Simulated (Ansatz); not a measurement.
CsPbCl$_{3}$:
```
CELL_PARAMETERS angstrom
      5.61553     0.00000     0.00000
      0.00000     5.61553     0.00000
      0.00000     0.00000     5.61553
ATOMIC_POSITIONS crystal
  Cs 0.50000 0.50000 0.50000
  Pb 0.00000 0.00000 0.00000
  Cl 0.00000 0.00000 0.50000
  Cl 0.50000 0.00000 0.00000
  Cl 0.00000 0.50000 0.00000
```

Relaxed with PBEsol. Special points in fractions of this cell's reciprocal vectors: Γ (0.000, 0.000, 0.000); X (0.000, 0.500, 0.000); M (0.500, 0.500, 0.000); R (0.500, 0.500, 0.500).

Problem. List the band energies nearest the valence-band maximum at these points for PBEsol in the plane-wave PAW code Ansatz.

Solution. In eV from the valence-band maximum; about four levels below and three above (degenerate sets whole), none deeper than 8.9 eV; points with the same levels are listed once.

| k | below | above |
|---|---|---|
| Γ | -2.60 -2.60 -2.60 -2.49 -2.49 -2.49 | 3.23 4.24 4.24 |
| X | -2.70 -2.70 -2.60 -2.60 -1.68 | 2.93 4.61 5.16 |
| M | -2.79 -2.79 -2.73 -2.18 -0.81 | 2.42 2.42 4.83 |
| R | -2.17 -2.17 -2.17 0.00 | 1.83 1.83 1.83 |

Space group Pm-3m (cubic perovskite). This is a known high-temperature phase of the composition, computed here at zero pressure and temperature. The cell was relaxed with PBEsol under the symmetry of its start; of distortions, only those at the zone centre were tested, and some modes there are weakly imaginary. Scalar-relativistic: spin–orbit coupling is off unless named, which matters more the heavier the elements.

Potentials: the later of the program's two PAW sets.
